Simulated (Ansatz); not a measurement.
**How the vibrations of CoO change with volume**

All numbers below come from DFT PBE+U, scalar-relativistic, plane waves, PAW (Ansatz). Cutoff 420 eV, 12×12×12 k-points (Γ-centred), Gaussian smearing of 0.02 eV. U_eff = 3.32 eV on Co d. Collinear spin, site moments 2.6, 0.2 μB. Phonons by linear response, acoustic sum rule imposed.

The cell, relaxed at this level:
```yaml
crystal:
  lattice:
    - [1.53691, 0.88734, 2.47343]
    - [-1.53691, 0.88734, 2.47343]
    - [0.00000, -1.77468, 2.47343]
  atoms:
    - { symbol: Co, position: [0.00000, 0.00000, 0.00000] }
    - { symbol: O, position: [0.50000, 0.50000, 0.50000] }
```

The magnetic state is the one reached from the starting moments and may not be the lowest.

Cells at 0.98 and 1.02 times the equilibrium volume were relaxed in shape and atoms; γ = −d ln ν / d ln V, modes matched by rank.

Problem. Give the optical frequencies at Γ without the LO field (cm⁻¹) at the three volumes and the mode Grüneisen parameters.

Solution.
| 0.98 V | V | 1.02 V | γ | degeneracy |
| --- | --- | --- | --- | --- |
| 238 | 217 | 197 | 4.73 | 1 |
| 318 | 300 | 283 | 2.90 | 2 |

Problem. What pressures hold the two strained cells, and what bulk modulus follows?

Solution. 3.58 GPa at 0.98 V and -3.21 GPa at 1.02 V, so B = −dP/d ln V ≈ 170 GPa.

Problem. How does the gap respond?

Solution. It is 1.24, 1.17 and 1.10 eV at 0.98, 1 and 1.02 V: dE_g/d ln V = -3.6 eV.

Problem. And the dielectric constants (a third of the trace)?

Solution. ε∞: 5.71, 5.72, 5.75; ε0: 20.3, 22.4, 25.1, in order of rising volume.